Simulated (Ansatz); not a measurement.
AlIr:
```cif
data_Al4Ir4
_chemical_formula_sum 'Ir4 Al4'
_space_group_name_H-M_alt 'Fm-3m'
_space_group_IT_number 225
_space_group_name_Hall '-F 4 2 3'
_cell_length_a 5.00674
_cell_length_b 5.00674
_cell_length_c 5.00674
_cell_angle_alpha 90.000
_cell_angle_beta 90.000
_cell_angle_gamma 90.000
loop_
_atom_site_label
_atom_site_type_symbol
_atom_site_symmetry_multiplicity
_atom_site_Wyckoff_symbol
_atom_site_fract_x
_atom_site_fract_y
_atom_site_fract_z
_atom_site_occupancy
Ir1 Ir 4 a 0.00000 0.00000 0.00000 1
Al1 Al 4 b 0.50000 0.50000 0.50000 1
```
(The calculation used a cell of 2 atoms; values per cell refer to that cell.)

Relaxed with r²SCAN. r²SCAN (plane waves, PAW; program Ansatz) gives no gap.

Problem. What gap does HSE06 give on the same cell (Ansatz, PAW)?

Solution. 0.09 eV. The hybrid was solved on a coarser mesh and at special points; its gap is the smallest among all of these. On such a mesh it can open a false gap in a semimetal.

```tsv
k	v1 r²SCAN	c1 r²SCAN	v1 HSE06	c1 HSE06
Γ	-2.38	6.75	…	…
X	-0.35	0.48	…	…
L	-0.83	0.33	…	…
W	-0.28	1.34	…	…
K	-0.67	1.06	-0.71	1.02
```

Problem. Top valence (v1) and lowest conduction level (c1) in eV from each method's valence maximum (which need not be a listed point): supply the withheld HSE06 values.

Solution. 
- L, v1 HSE06: -1.24
- L, c1 HSE06: 0.47
- X, v1 HSE06: -0.72
- X, c1 HSE06: 0.91
- Γ, v1 HSE06: -2.79
- Γ, c1 HSE06: 7.07
- W, v1 HSE06: 0.00
- W, c1 HSE06: 1.40

Cost on shared cores: the r²SCAN run (SCF on a 14×14×14 mesh, then bands and DOS) around 17 core-seconds (rough), the HSE06 run (SCF on 7×7×7, then a few points) very roughly 50 core-seconds; the tasks are unlike.

The start of the workflow was typed in or built on a structure type; neither database checked (COD, Materials Project) lists it. Its standing as an ambient phase is unchecked. The cell was relaxed with r²SCAN under the symmetry of its start. At this level the phase is mechanically unstable. No spin polarisation was allowed. Spin–orbit coupling is left out wherever it is not named.

Potentials: the earlier of the program's two PAW sets.
